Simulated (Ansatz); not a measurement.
HfO$_{2}$:
```yaml
crystal:
  lattice:
    - [5.24671, 0.00000, 0.00000]
    - [0.00000, 5.03029, 0.00000]
    - [0.00000, 0.00000, 5.05928]
  atoms:
    - { symbol: Hf, position: [0.03257, 0.26704, 0.24859] }
    - { symbol: Hf, position: [0.96743, 0.73296, 0.74859] }
    - { symbol: Hf, position: [0.53257, 0.73296, 0.24859] }
    - { symbol: Hf, position: [0.46743, 0.26704, 0.74859] }
    - { symbol: O, position: [0.36703, 0.07004, 0.10897] }
    - { symbol: O, position: [0.63297, 0.92996, 0.60897] }
    - { symbol: O, position: [0.86703, 0.92996, 0.10897] }
    - { symbol: O, position: [0.13297, 0.07004, 0.60897] }
    - { symbol: O, position: [0.23216, 0.53890, 0.99844] }
    - { symbol: O, position: [0.76784, 0.46110, 0.49844] }
    - { symbol: O, position: [0.73216, 0.46110, 0.99844] }
    - { symbol: O, position: [0.26784, 0.53890, 0.49844] }
```

The program Ansatz at the r²SCAN level (PAW) gives a gap of 4.94 eV without spin–orbit coupling, maximum at Γ, minimum off the standard path, at k = (0.266, -0.500, 0.359).

Task: What happens when spin–orbit coupling is switched on?

Result: The gap drops by 0.05 eV, to 4.89 eV; maximum on the Y–Γ line, 96 % of the way from Y, minimum off the standard path, at k = (0.255, 0.432, 0.370).

Space group Pca2_1. The cell was relaxed with r²SCAN under the symmetry of its start. No spin polarisation was allowed.

Potentials: the later of the program's two PAW sets.
